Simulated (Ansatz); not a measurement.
PbF₂ (fluorite), conventional cell a = b = c = 6.001 Å, α = β = γ = 90.00°. The calculation uses the primitive cell of 3 atoms, to which meshes and values per cell refer.

Two coordinates are scanned: the volume, and the ratio of the stretch along z (the conventional c axis) to the stretch across it. Atoms keep their fractional coordinates.

Calculation: PBE (plane waves to 420 eV, PAW, scalar-relativistic; Ansatz, an electronic-structure program). k mesh 10×10×10 (Γ-centred), Fermi-Dirac smearing 0.05 eV. Compression counts positive. PbF2 was relaxed with its symmetry unable to fall. Spin-orbit coupling is left out, though Pb is heavy. 

| P (GPa) | V/V₀ = 0.960 | V/V₀ = 0.980 | V/V₀ = 1.000 | V/V₀ = 1.020 | V/V₀ = 1.040 |
|---|---|---|---|---|---|
| (c/a)/(c/a)₀ = 0.880 | 2.57 | 1.02 | -0.35 | -1.58 | ? |
| (c/a)/(c/a)₀ = 0.940 | ? | 1.31 | -0.09 | -1.34 | ? |
| (c/a)/(c/a)₀ = 1.000 | 3.00 | 1.41 | 0.00 | -1.26 | -2.38 |
| (c/a)/(c/a)₀ = 1.060 | ? | 1.31 | -0.09 | -1.34 | ? |
| (c/a)/(c/a)₀ = 1.120 | 2.57 | 1.02 | -0.36 | -1.59 | ? |

**Question.** Some entries are withheld; supply them.

**Answer.** 
- (c/a)/(c/a)₀ = 0.880, V/V₀ = 1.040: -2.67
- (c/a)/(c/a)₀ = 0.940, V/V₀ = 0.960: 2.89
- (c/a)/(c/a)₀ = 0.940, V/V₀ = 1.040: -2.45
- (c/a)/(c/a)₀ = 1.060, V/V₀ = 0.960: 2.89
- (c/a)/(c/a)₀ = 1.060, V/V₀ = 1.040: -2.46
- (c/a)/(c/a)₀ = 1.120, V/V₀ = 1.040: -2.68

(A scan under strain: stresses follow from slopes of the energy per volume, elastic moduli from its curvatures.)
